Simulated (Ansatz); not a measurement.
A 5-atom cell of KZnF3 started from a crystallographic database, relaxed with r2SCAN: 4 runs in the plane-wave code Ansatz, each a calculation of independent-particle optics. Space group Pm-3m (No. 221), cubic; a = 4.046 Å in the conventional setting, 13.25 Å³ an atom. Around K lie 12 F at 2.86 Å; around Zn lie 6 F at 2.02 Å; around F lie 2 Zn at 2.02 Å and 4 K at 2.86 Å. Calculated for a static, non-magnetic cell.

```
K Zn F
1.0
     4.04617    0.00000    0.00000
     0.00000    4.04617    0.00000
     0.00000    0.00000    4.04617
K Zn F
1 1 3
Direct
  0.00000 0.00000 0.00000
  0.50000 0.50000 0.50000
  0.50000 0.50000 0.00000
  0.00000 0.50000 0.50000
  0.50000 0.00000 0.50000
```

On meshes this coarse, single peaks can be features of the mesh. No local fields, no excitons; the zone sum runs over the cells of the mesh, and ε∞ includes the bands left out of the spectrum. Up to four peaks are listed, those above 15 % of the tallest and inside the complete range; the four can differ from row to row. Rows marked drawn have settings drawn at random (some not listed).

```tsv
functional	k mesh	broadening (eV)	scissors (eV)	range (eV)	settings	direct gap on the mesh before scissors (eV)	ε∞ xx	ε∞ yy	ε∞ zz	complete up to (eV)	tallest peaks of mean ε₂ (eV)
PBE	6×6×6	0.1	0.00	0–18	chosen	5.71	2.47	2.47	2.47	18.0	7.85 11.15 13.05 15.30
r2SCAN	6×6×6	0.1	0.00	0–18	chosen	6.61	2.31	2.31	2.31	18.0	11.90 12.00 14.00 16.15
PBE	6×6×6	0.1	2.36 (to HSE06)	0–18	chosen	5.71	2.25	2.25	2.25	18.0	10.25 13.50 15.45 17.65
PBE	4×4×4	0.05	0.00	2–10	drawn	5.71	2.47	2.47	2.47	10.0	7.80 8.60 9.80
```

The fundamental gap is indirect (3.87 eV with PBE on 6×6×6); the table holds the direct one.
